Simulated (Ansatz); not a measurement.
This guess for K2HfSe3 is about to be relaxed.

```
K Hf Se
1.0
     4.28553    0.00000    0.00000
     0.00000    4.28553    0.00000
     0.00000    0.00000    9.44110
K Hf Se
2 1 3
Cartesian
  0.0000 2.1428 6.9639
  2.1428 0.0000 2.4772
  0.0000 0.0000 0.0000
  2.1428 2.1428 0.0000
  0.0000 2.1428 3.5746
  2.1428 0.0000 5.8665
```

Method: Ansatz 0.2.0, DFT PBE, scalar-relativistic, plane waves, PAW. Cutoff 420 eV, Gaussian smearing, Γ-centred meshes. Cell and atoms relax first on a coarse mesh and then on a finer one. In between, the cell is made exact in the group found at 0.06 Å. In metals the finer mesh still leaves noise of several meV/atom or more. The steps can't lower the symmetry of their start. No spin polarisation.

A guess keeps its type if space group and coordination stay and the shape of the cell changes little (axis ratios within about 15 %, angles within 6°); the volume may change.

Q: Does this structure survive the relaxation?

A: It doesn't keep its type. The symmetry stays P-4m2 (No. 115). The volume per atom shrinks by 9.2 %, from 28.9 to 26.2 Å³. The shortest distance goes from 3.03 Å (Hf–Se) to 2.87 Å (Hf–Se). The ratio c/a of the conventional cell changes by a factor of 1.06. Counting neighbours within 15 % of an atom's shortest distance, the start has Hf 8, K 9, Se 5/8 and the end Hf 8, K 4, Se 8. In detail, at the end around K lie 4 Se at 3.10 Å, 1 Se at 3.79 Å, 8 K at 3.90–4.07 Å, 2 Hf at 4.00 Å and 2 Se at 4.00 Å; Hf is surrounded by 4 Se at 2.87 Å, 4 Se at 3.06 Å and 4 K at 4.00 Å; Se on a site of symmetry -4m2 is surrounded by 4 Hf at 2.87 Å and 4 Se at 3.06 Å; 1 more site not described.

```cif
data_structure
_symmetry_space_group_name_H-M 'P-4m2'
_symmetry_Int_Tables_number 115
_cell_length_a 4.0652
_cell_length_b 4.0652
_cell_length_c 9.5274
_cell_angle_alpha 90.000
_cell_angle_beta 90.000
_cell_angle_gamma 90.000
_cell_volume 157.45
loop_
_atom_site_label
_atom_site_type_symbol
_atom_site_symmetry_multiplicity
_atom_site_Wyckoff_symbol
_atom_site_fract_x
_atom_site_fract_y
_atom_site_fract_z
_atom_site_occupancy
K1 K 2 g 0.00000 0.50000 0.63814 1
Hf1 Hf 1 a 0.00000 0.00000 0.00000 1
Se1 Se 1 b 0.50000 0.50000 0.00000 1
Se2 Se 2 g 0.00000 0.50000 0.23983 1
```

The zero of energy is the elements' standard structures at the same level; no fitted shifts are applied.

Q: At what energy does it end?

A: −0.71 eV/atom.

The last run used a 10×10×4 mesh (in the run's order of axes) for its 6-atom cell and Gaussian smearing of 0.10 eV. These runs have no spin–orbit coupling, which can matter for Hf. The reference form of Se is held partly by dispersion forces, which this level lacks. Symmetry constrained the relaxation, so the result can be a saddle point. Another cell of K2HfSe3 relaxed alike, in P-3m1, lies 96 meV/atom lower, so this cell isn't the stable form at this level.

In counts of neighbours, a slash parts the counts of unlike sites.
